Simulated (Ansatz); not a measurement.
A geometry of Ru away from equilibrium: step 3 of the relaxation of a relaxed Ru cell with every coordinate shifted by Gaussian noise of σ = 0.45 Å. Level of theory: PBEsol (plane waves to 420 eV, PAW, scalar-relativistic; Ansatz, a program for electronic structure). Γ-centred k-mesh 14×14×8 on the run's cell (coarser than for final values), Fermi–Dirac smearing 0.05 eV.

```xyz
2
Lattice="2.6771 0.0106 -0.0008 -1.3294 2.3226 0.0004 -0.0012 0.0000 4.2965" Properties=species:S:1:pos:R:3 pbc="T T T"
Ru     0.0107     1.7880     2.9511
Ru     1.2132     1.0973     0.8214
```

Task: Which atoms carry the largest force, and which way does it point?

Result: 1.09 eV/Å, on Ru1, Ru2 (atoms numbered as listed); on Ru1 its components are (-0.91, 0.55, 0.22).

Task: What is the pressure?

Result: -0.3 GPa, compression positive.

Task: How far above the relaxed end point is this geometry?

Result: 0.05 eV/atom; the path ends in P6₃/mmc (No. 194) (hcp (Mg type)).

No spin polarisation in the result.

The run could not lose the symmetry of its start.
